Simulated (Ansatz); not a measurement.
Pb2Au in space group I4/mcm (No. 140; Au on 4a, Pb on 8h), the program Ansatz at the r²SCAN level (PAW), all energies at zero smearing, with the estimated change up to a 700 eV cutoff added, with one set of potentials and settings (totals compare only within such a set). Cell of 6 atoms (2 Au, 4 Pb): -74010.945 eV.

```tsv
element	reference phase	E (eV/atom)
Au	Fm-3m, 1 atoms in the cell	-13163.5078
Pb	Fm-3m, 1 atoms in the cell	-11920.8594
```

Formation energy per atom, worked out: (-74010.945 − 2×(-13163.5078) − 4×(-11920.8594))/6 = -0.082 eV/atom (-8 kJ per mol of atoms), at 0 K, without zero-point energy or fitted corrections.

The workflow started from an entry of the Crystallography Open Database (COD). Whether it is the stable phase at ambient conditions was not checked. The cell was relaxed with r²SCAN under the symmetry of its start; its stability against distortions is not shown here. The references are the lowest solids computed at this level, not always the standard phases. Spin–orbit coupling is left out wherever it is not named.

Potentials: the later of the program's two PAW sets.
